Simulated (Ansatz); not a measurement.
## Compressing KRu2P2: a fit and a missing row

KRu2P2, I4/mmm, a = 4.001 Å, c = 12.184 Å. The structure is a Materials Project entry; whether it is the stable form wasn't checked. Ansatz: PBEsol, PAW, 420 eV, Γ-centred 12×12×12 mesh on 5 atoms, Gaussian smearing 0.10 eV; no spin polarisation. Shape and atoms are relaxed at each volume; pressure is positive in compression.

```tsv
V (Å³/atom)	P (GPa)
17.167	5.55
17.752	4.04
18.337	?
18.922	1.18
19.508	0.00
20.093	-1.02
20.678	-1.96
21.458	-3.03
```

Task: Take V0 = 19.508 Å³/atom, fit the third-order Birch–Murnaghan form to the other rows, and predict the missing pressure.

Result: With the Eulerian strain f = ½[(V0/V)^(2/3) − 1] and y = P/[3f(1 + 2f)^(5/2)], the form is the line y = B0 + 1.5 B0 (B0′ − 4) f. Rows (f, y): 0.04448, 33.6; 0.03245, 35.5; 0.01027, 36.4; -0.00975, 36.6; -0.01904, 37.8; -0.03077, 38.5. Means f = 0.004607, y = 36.400; Σ(Δf)² = 0.004414, ΣΔfΔy = -0.2470; the slope is their ratio. y = 36.66 − 55.95 f GPa, so B0 = 36.7 GPa and B0′ = 4 + 2 × (-55.95)/(3 × 36.66) = 2.98. At V = 18.337, f = 0.02107, y = 35.48 and P = 2.49 GPa. The run gave 2.56 GPa, so the fit is 0.07 GPa too low, within twice the rms miss on the fitted rows (0.05 GPa).